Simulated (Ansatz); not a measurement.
CsFe2As2 in space group I4/mmm (No. 139; Cs on 2a, Fe on 4d, As on 4e), plane-wave PAW PBE (Ansatz code), all energies at zero smearing, with the estimated change up to a 700 eV cutoff added, with one set of potentials and settings (totals compare only within such a set). Cell of 5 atoms (1 Cs, 2 Fe, 2 As): -24345.392 eV.

```csv
element,reference phase,E (eV/atom)
Cs,"P6_3/mmc, 2 atoms in the cell",-5670.7673
Fe,"Im-3m, 1 atoms in the cell, spin-polarised",-4480.4888
As,"R-3m, 2 atoms in the cell",-4856.1377
```

Formation energy per atom, worked out: (-24345.392 − 1×(-5670.7673) − 2×(-4480.4888) − 2×(-4856.1377))/5 = -0.274 eV/atom (-26 kJ per mol of atoms), at 0 K, without zero-point energy or fitted corrections.

The first step of the workflow began from a Materials Project structure, measured or hypothetical; the Crystallography Open Database copy checked does not list it. Its standing as an ambient phase is unchecked. The cell was relaxed with PBE under the symmetry of its start; its stability against distortions is not shown here. Spin order of the final state: ferromagnetic, chosen from 2 collinear starts compared on coarse meshes (ties went to the first, and starts can fall back to one state), not a proven ground state. The references are the lowest solids computed at this level, not always the standard phases. Spin–orbit coupling is left out wherever it is not named.

Potentials: the later of the program's two PAW sets.
